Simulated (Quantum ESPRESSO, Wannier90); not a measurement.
## Pt (fcc (Cu type)): Wannier90 run

Materials Project entry mp-126; symmetrised, unrelaxed at this level. This is the element's usual structure. Level: PBEsol, spinors with spin-orbit coupling; pw.x of Quantum ESPRESSO at 68 Ry with PseudoDojo potentials, 10×10×10 k-points, Wannier90. Density: 18×18×18 mesh, cold smearing 0.01 Ry.

On the energy scale of pw.x, whose zero is arbitrary, the Fermi level lies at 23.02 eV.

Input w.win:

```
num_bands = 2
num_wann = 2
exclude_bands = 1-2,5-42
spinors = true
num_iter = 1000
conv_tol = 1.0e-6
conv_window = 4
write_hr = true
write_u_matrices = true
auto_projections = true
begin unit_cell_cart
ang
    0.0000000000    1.9715750000    1.9715750000
    1.9715750000    0.0000000000    1.9715750000
    1.9715750000    1.9715750000    0.0000000000
end unit_cell_cart
begin atoms_frac
Pt   0.0000000000  0.0000000000  0.0000000000
end atoms_frac
mp_grid = 10 10 10
begin kpoints
0.0000000000 0.0000000000 0.0000000000
0.0000000000 0.0000000000 0.1000000000
0.0000000000 0.0000000000 0.2000000000
... (997 more lines: the 10x10x10 mesh through Gamma)
end kpoints
```

Input of pw2wannier90.x that gives the overlap and projection files (equivalent; here they were cut from one run over all bands):

```
&inputpp
  outdir = './out'
  prefix = 'pwscf'
  seedname = 'w'
  write_amn = .true.
  write_mmn = .true.
  scdm_proj = .true.
  scdm_entanglement = 'isolated'
/
```

Output w.wout (banner and timings cut):

```
                                    ------
                                    SYSTEM
                                    ------

                              Lattice Vectors (Ang)
                    a_1     0.000000   1.971575   1.971575
                    a_2     1.971575   0.000000   1.971575
                    a_3     1.971575   1.971575   0.000000

                   Unit Cell Volume:      15.32745  (Ang^3)

                        Reciprocal-Space Vectors (Ang^-1)
                    b_1    -1.593443   1.593443   1.593443
                    b_2     1.593443  -1.593443   1.593443
                    b_3     1.593443   1.593443  -1.593443

 *----------------------------------------------------------------------------*
 |   Site       Fractional Coordinate          Cartesian Coordinate (Ang)     |
 +----------------------------------------------------------------------------+
 | pt   1   0.00000   0.00000   0.00000   |    0.00000   0.00000   0.00000    |
 *----------------------------------------------------------------------------*
                                ------------
                                K-POINT GRID
                                ------------

             Grid size = 10 x 10 x 10      Total points = 1000

 *---------------------------------- MAIN ------------------------------------*
 |  Number of Wannier Functions               :                 2             |
 |  Number of Objective Wannier Functions     :                 2             |
 |  Number of input Bloch states              :                 2             |
 |  Output verbosity (1=low, 5=high)          :                 1             |
 |  Timing Level (1=low, 5=high)              :                 1             |
 |  Optimisation (0=memory, 3=speed)          :                 3             |
 |  Length Unit                               :               Ang             |
 |  Post-processing setup (write *.nnkp)      :                 F             |
 |  Using Gamma-only branch of algorithms     :                 F             |
 *----------------------------------------------------------------------------*
 *------------------------------- WANNIERISE ---------------------------------*
 |  Total number of iterations                :              1000             |
 |  Number of CG steps before reset           :                 5             |
 |  Trial step length for line search         :             2.000             |
 |  Convergence tolerence                     :         0.100E-05             |
 |  Convergence window                        :                 4             |
 |  Iterations between writing output         :                 1             |
 |  Iterations between backing up to disk     :               100             |
 |  Write r^2_nm to file                      :                 F             |
 |  Write xyz WF centres to file              :                 F             |
 |  Write on-site energies <0n|H|0n> to file  :                 F             |
 |  Use guiding centre to control phases      :                 F             |
 |  Use phases for initial projections        :                 F             |
 *----------------------------------------------------------------------------*
 *-------------------------------- PLOTTING ----------------------------------*
 |  Plotting Hamiltonian in WF basis          :                 T             |
 *----------------------------------------------------------------------------*

       ... (k-mesh section left out)

 Starting a new Wannier90 calculation ...

 Reading overlaps from w.mmn

 Reading projections from w.amn

 *------------------------------- WANNIERISE ---------------------------------*
 +--------------------------------------------------------------------+<-- CONV
 | Iter  Delta Spread     RMS Gradient      Spread (Ang^2)            |<-- CONV
 +--------------------------------------------------------------------+<-- CONV

 ------------------------------------------------------------------------------
 Initial State
  WF centre and spread    1  (  0.000000,  0.000001, -0.000000 )     0.33600265
  WF centre and spread    2  ( -0.000000, -0.000001,  0.000000 )     0.33599702
  Sum of centres and spreads ( -0.000000,  0.000000, -0.000000 )     0.67199967

      0     0.672E+00     0.0000000000        0.6719996740  <-- CONV
        O_D=      0.0000316 O_OD=      0.0000274 O_TOT=      0.6719997 <-- SPRD
 ------------------------------------------------------------------------------
      1    -0.196E-04     0.0015695695        0.6719800479  <-- CONV
        O_D=      0.0000207 O_OD=      0.0000188 O_TOT=      0.6719800 <-- SPRD
      2    -0.268E-04     0.0019516372        0.6719532966  <-- CONV
        O_D=      0.0000059 O_OD=      0.0000067 O_TOT=      0.6719533 <-- SPRD
      3    -0.105E-04     0.0017554316        0.6719428098  <-- CONV
        O_D=      0.0000010 O_OD=      0.0000012 O_TOT=      0.6719428 <-- SPRD
      4    -0.162E-05     0.0006980810        0.6719411906  <-- CONV
        O_D=      0.0000002 O_OD=      0.0000003 O_TOT=      0.6719412 <-- SPRD
      5    -0.400E-06     0.0003353753        0.6719407909  <-- CONV
        O_D=      0.0000001 O_OD=      0.0000001 O_TOT=      0.6719408 <-- SPRD
      6    -0.112E-06     0.0001715815        0.6719406789  <-- CONV
        O_D=      0.0000000 O_OD=      0.0000000 O_TOT=      0.6719407 <-- SPRD
      7    -0.254E-07     0.0000925677        0.6719406535  <-- CONV
        O_D=      0.0000000 O_OD=      0.0000000 O_TOT=      0.6719407 <-- SPRD
      8    -0.133E-07     0.0000555050        0.6719406402  <-- CONV
        O_D=      0.0000000 O_OD=      0.0000000 O_TOT=      0.6719406 <-- SPRD
             <<<     Delta < 1.000E-06  over  4 iterations     >>>
             <<< Wannierisation convergence criteria satisfied >>>
 Final State
  WF centre and spread    1  (  0.000000,  0.000000, -0.000000 )     0.33597032
  WF centre and spread    2  ( -0.000000, -0.000000,  0.000000 )     0.33597032
  Sum of centres and spreads ( -0.000000,  0.000000, -0.000000 )     0.67194064

         Spreads (Ang^2)       Omega I      =     0.671940621
        ================       Omega D      =     0.000000007
                               Omega OD     =     0.000000012
    Final Spread (Ang^2)       Omega Total  =     0.671940640
```
